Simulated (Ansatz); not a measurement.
**Ta₃N: what symmetry allows forces and stress to be**

```xyz
4
Lattice="3.0322 0.0000 0.0000 -1.5161 2.6260 0.0000 0.0000 0.0000 7.5241" Properties=species:S:1:pos:R:3 pbc="T T T"
Ta    0.0000    0.0000    3.7621
Ta    0.0000    2.1257    1.3087
Ta    1.5161    0.8753    6.2155
N     0.0000    0.0000    0.0000
```

Level of theory: Ansatz 0.2.0, DFT PBEsol, scalar-relativistic, plane waves, PAW.

Cutoff 420 eV; k points 15×15×6 on the computed 4-atom cell (Γ-centred); Gaussian smearing, width 0.10 eV; no spin polarisation.

This distorted cell has space group Cm, with 2 operations.

Question: Without a calculation: in which directions can each atom feel a force?

Answer: A force must be left unchanged by every operation that keeps its atom in place, so it lies in the space that those operations leave fixed. Atoms that the group maps onto each other feel forces of one size.
| atom | site symmetry | operations at the site | equivalent to atom | allowed force (Cartesian) |
| --- | --- | --- | --- | --- |
| Ta1 | m | 2 | 1 | in the plane normal to (1.00, 0.00, 0.00) |
| Ta2 | m | 2 | 2 | in the plane normal to (1.00, 0.00, 0.00) |
| Ta3 | m | 2 | 3 | in the plane normal to (1.00, 0.00, 0.00) |
| N4 | m | 2 | 4 | in the plane normal to (1.00, 0.00, 0.00) |

That leaves 8 independent force components of 12, tied by 2 conditions that the forces sum to zero, so 6 remain. A relaxation in this cell that keeps the symmetry moves the atoms in these directions alone.

Question: And the stress tensor?

Answer: It must be invariant under the point group, which leaves 4 independent components: xz, xy vanish.

Question: Do the computed values obey this?

Answer: Yes. Forces (eV/Å):
```
Ta1  0.000 -0.106 -0.104
Ta2  0.000 -1.391  0.932
Ta3  0.000 -0.045 -0.146
N4   0.000  1.542 -0.682
```

Stress (GPa, compression positive, xx yy zz yz xz xy): -3.63 -9.67 -0.33 -5.24 0.00 0.00. The program imposes the same operations on density, forces and stress, so this confirms the analysis and is no independent test of the calculation.

Spin–orbit coupling is left out, which can shift energies with elements as heavy as these.